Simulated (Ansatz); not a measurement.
Relaxed-ion elastic tensor of Zr (simple cubic, Pm-3m) in GPa (Voigt order), DFT-r²SCAN in the program Ansatz with PAW potentials; density 6.19 g/cm³, 24.48 Å³ per atom.

```csv
,1,2,3,4,5,6
1,108,47.9,47.9,0.0,0.0,0.0
2,47.9,108,47.9,0.0,0.0,0.0
3,47.9,47.9,108,0.0,0.0,0.0
4,0.0,0.0,0.0,-49.6,0.0,0.0
5,0.0,0.0,0.0,0.0,-49.6,0.0
6,0.0,0.0,0.0,0.0,0.0,-49.6
```

Is the crystal mechanically stable?

No: the smallest eigenvalue of C is -49.6 GPa.

A made-up cell: these elements were put on the sites of a structure type; neither database checked (COD, Materials Project) lists it. It is not the phase usual at ambient conditions (space group No. 194). The r²SCAN relaxation kept the symmetry of its start. At this level the phase is mechanically unstable. The run is not spin-polarised. As this level gives no gap, shear constants depend on the k-mesh and smearing (Fermi–Dirac, 0.1 eV here).

Potentials: the later of the program's two PAW sets.
